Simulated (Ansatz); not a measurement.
TaSiO:
```
TaSiO
1.0
    3.26586     0.00000     0.00000
    0.00000     3.26586     0.00000
    0.00000     0.00000     6.90113
Ta Si O
2 2 2
Cartesian
  0.00000   1.63293   4.86474
  1.63293   0.00000   2.03639
  0.00000   0.00000   0.00000
  1.63293   1.63293   0.00000
  1.63293   0.00000   4.15939
  0.00000   1.63293   2.74174
```

Relaxed with r²SCAN.

Give the Bader charges and basin volumes of the independent atoms, r²SCAN (plane waves, PAW; program Ansatz).



```tsv
atom	Bader charge (e)	Bader volume (Å³)
Ta1	+1.76	12.5
Si3	-0.44	13.3
O5	-1.32	11.0
```

Space group P4/nmm. The start of the workflow was typed in or built on a structure type; neither database checked (COD, Materials Project) lists it. Whether it is the stable phase at ambient conditions was not checked. Symmetry was held in the r²SCAN relaxation; whether a distortion lowers the energy is not shown. The run is not spin-polarised. Spin–orbit coupling is left out wherever it is not named.

Potentials: the earlier of the program's two PAW sets. The files were generated under PBE; for other functionals the program regenerates the frozen cores, and for LDA and PBEsol the local potential too.
